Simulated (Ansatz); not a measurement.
# VF$_{3}$: which magnetic order is lowest?

```
CELL_PARAMETERS angstrom
2.58400 1.49187 4.47933
-2.58400 1.49187 4.47933
0.00000 -2.98375 4.47933
ATOMIC_POSITIONS crystal
V 0.00000 0.00000 0.00000
V 0.50000 0.50000 0.50000
F 0.65010 0.84990 0.25000
F 0.25000 0.65010 0.84990
F 0.84990 0.25000 0.65010
F 0.34990 0.15010 0.75000
F 0.75000 0.34990 0.15010
F 0.15010 0.75000 0.34990
```

Computed with plane-wave PAW DFT (Ansatz 0.2.0): r2SCAN with U_eff = 1.0 eV on V d (all-electron-ortho-atomic projectors), 500 eV cutoff, 5×5×5 Γ-centred mesh, fermi-dirac occupations of width 0.050 eV. The atoms are fixed and numbered as listed; spin is collinear, without spin-orbit coupling.

The cycle has several fixed points for this cell. Moments (μB):

```csv
state,V1,V2,other atoms together,size of the net moment a cell
A,1.52,-1.52,0.00,0.00
B,0.00,0.00,0.00,0.00
C,1.55,1.55,0.09,4.00
```

Site moments are taken in small spheres that don't touch (radius about 0.4 of the atom's shortest bond), so those of the magnetic atoms read low, and they needn't add up to the net moment. State B was run without spin polarisation.

Q: Rank the states by energy at zero smearing.

A: State A (antiparallel, compensated) comes first by a margin too small to trust; C (parallel moments) lies 0.2 meV above it, B (without moments) lies 454 meV above it, all counted an atom of the cell. The two lowest differ by only 0.6 meV for each atom with a column above, which mesh or functional could overturn.

Q: Which states have a gap on the mesh, and what pressure does each exert on this cell?

A: A: gap 1.64 eV, 0.9 GPa; B: no gap, -4.0 GPa; C: gap 0.73 eV, 1.0 GPa (positive in compression). Moments take up room: without them the pressure is lower, so that state wants a smaller cell.

Q: How much does the cell gain by forming moments?

A: 454 meV an atom of the cell, or 1816 meV for each V atom, against state B, which has none. A run without spin would miss this and give wrong energies and forces. That state isn't the paramagnet, which keeps its moments, so this is no ordering energy, and a U raises it further by its penalty on part-filled orbitals.

The cell is that of a Crystallography Open Database entry, unchanged.

Caveats: only orders that fit this cell and collinear spins were tried, so the true order may need a larger cell or canted moments; atoms and cell are not relaxed, and each state would relax in its own way; the U is a value in common use, not computed for this crystal; the k mesh is coarse, so differences of a few meV are uncertain where a state is a metal; one start a pattern, so a lower state of the same pattern may exist.
